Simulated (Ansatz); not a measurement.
As (A7 (α-As type)), relaxed and computed with several functionals in Ansatz (plane waves, PAW).

```tsv
functional	a (Å)	c (Å)	V (Å³/atom)	B₀ by P(V) fit (GPa)
PBEsol	3.782	10.102	20.85	50.0
PBE+D3(BJ)	3.783	10.112	20.89	49.4
LDA	___	___	___	___
```

Q: Complete the blanks.

A: 
- LDA, a (Å): 3.760
- LDA, c (Å): 9.987
- LDA, V (Å³/atom): 20.38
- LDA, B₀ by P(V) fit (GPa): 55.4

All cells were relaxed under the symmetry of their starts (and spin orders); stability against distortions was not tested throughout. Spin–orbit coupling is left out wherever it is not named.

Potentials: the later of the program's two PAW sets.

Ansatz (a program for electronic structure) is a plane-wave DFT program.
